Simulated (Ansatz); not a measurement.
# Sr (fcc, Cu type), energy against volume

Sr (fcc, Cu type)

```cif
data_Sr4
_chemical_formula_sum 'Sr4'
_space_group_name_H-M_alt 'Fm-3m'
_space_group_IT_number 225
_space_group_name_Hall '-F 4 2 3'
_cell_length_a 6.10016
_cell_length_b 6.10016
_cell_length_c 6.10016
_cell_angle_alpha 90.000
_cell_angle_beta 90.000
_cell_angle_gamma 90.000
loop_
_atom_site_label
_atom_site_type_symbol
_atom_site_symmetry_multiplicity
_atom_site_Wyckoff_symbol
_atom_site_fract_x
_atom_site_fract_y
_atom_site_fract_z
_atom_site_occupancy
Sr1 Sr 4 a 0.00000 0.00000 0.00000 1
```
(The calculation used a cell of 1 atom; values per cell refer to that cell.)

The volume is varied about the relaxed value V₀ at fixed cell shape. Symmetry pins the atoms to their sites.

These are r2SCAN (plane waves to 500 eV, PAW, scalar-relativistic; Ansatz, an electronic-structure program) values and carry that method's errors. k mesh 13×13×13 (Γ-centred), Fermi-Dirac smearing 0.05 eV. Energies are smeared free energies. Stress and pressure are positive under compression. Sr was relaxed with its symmetry unable to fall. The PAW data are Ansatz's earlier set. ΔE is measured from the relaxed starting cell.

| V (Å³/atom) | ΔE (eV/atom) | P (GPa) |
|---|---|---|
| 53.345 | 0.008 | 0.8 |
| 53.912 | 0.006 | 0.7 |
| 54.480 | 0.004 | 0.5 |
| 55.047 | 0.002 | 0.4 |
| 55.615 | 0.001 | 0.2 |
| 56.182 | 0.000 | 0.1 |
| 56.750 | 0.000 | 0.0 |
| 57.317 | 0.000 | -0.1 |
| 57.885 | 0.001 | -0.2 |
| 58.452 | 0.002 | -0.3 |
| 59.020 | 0.003 | -0.4 |
| 59.587 | 0.005 | -0.5 |
| 60.155 | 0.007 | -0.6 |

What the scan shows:

The pressure at the smallest volume comes out as 0.8 GPa and the energy cost of the largest compression is 8 meV/atom. The energy cost of the largest expansion is 7 meV/atom, the bulk modulus B₀ (third-order Birch-Murnaghan fit) is 11.8 GPa and the pressure derivative B₀′ (fit) comes out as 2.6. The equilibrium volume of the fit comes out as 56.77 Å³/atom and the pressure for 5 % compression (fit) is 0.6 GPa.

The 13 points together took around 80 core-seconds (rough).

(A scan under strain: stresses follow from slopes of the energy per volume, elastic moduli from its curvatures.)
